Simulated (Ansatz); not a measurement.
Relaxed-ion elastic tensor of Ta2O5 in space group Pbam (No. 55; Ta on 4g, O on 4h, O on 2a, O on 4g) in GPa (Voigt order), the program Ansatz at the r²SCAN level (PAW); density 8.51 g/cm³, 12.31 Å³ per atom.

|  | 1 | 2 | 3 | 4 | 5 | 6 |
|---|---|---|---|---|---|---|
| 1 | 393 | 156 | 109 | 0.0 | 0.0 | 0.0 |
| 2 | 156 | 359 | 49.1 | 0.0 | 0.0 | 0.0 |
| 3 | 109 | 49.1 | 445 | 0.0 | 0.0 | 0.0 |
| 4 | 0.0 | 0.0 | 0.0 | 59.5 | 0.0 | 0.0 |
| 5 | 0.0 | 0.0 | 0.0 | 0.0 | 78.8 | 0.0 |
| 6 | 0.0 | 0.0 | 0.0 | 0.0 | 0.0 | 76.3 |

**Question.** Is the crystal mechanically stable?

**Answer.** Yes: the smallest eigenvalue of C is 59.5 GPa.

**Question.** Work out the Voigt, Reuss and Hill averages.

**Answer.** K_V = 203, K_R = 200, K_H = 202; G_V = 102, G_R = 87.3, G_H = 94.5 GPa.

**Question.** Give Young's modulus, Poisson's ratio, Pugh's ratio and the universal anisotropy index.

**Answer.** E = 9KG/(3K + G) = 245 GPa; ν = 0.30; K/G = 2.13 (ductile by the Pugh limit of 1.75); A_U = 5G_V/G_R + K_V/K_R − 6 = 0.85.

**Question.** Estimate the sound speeds and the Debye temperature.

**Answer.** v_l = √((K + 4G/3)/ρ) = 6200 m/s, v_t = √(G/ρ) = 3330 m/s, mean 3720 m/s; Θ = (h/k)(3n/4πV)^(1/3) v_m = 480 K.

**Question.** How much does each axis shrink under pressure?

**Answer.** Linear compressibilities β_i = Σ_j S_ij (j = 1 to 3): x 1.3, y 2.0, z 1.7 per TPa.

The first step of the workflow began from a Materials Project structure, measured or hypothetical; the Crystallography Open Database copy checked does not list it. COD files the formula under space group No. 49. Whether it is the stable phase at ambient conditions was not checked. Symmetry was held in the r²SCAN relaxation; its stability against distortions is not shown here. No spin polarisation was allowed. Scalar-relativistic: spin–orbit coupling is off unless named, which matters more the heavier the elements.

Potentials: the later of the program's two PAW sets.
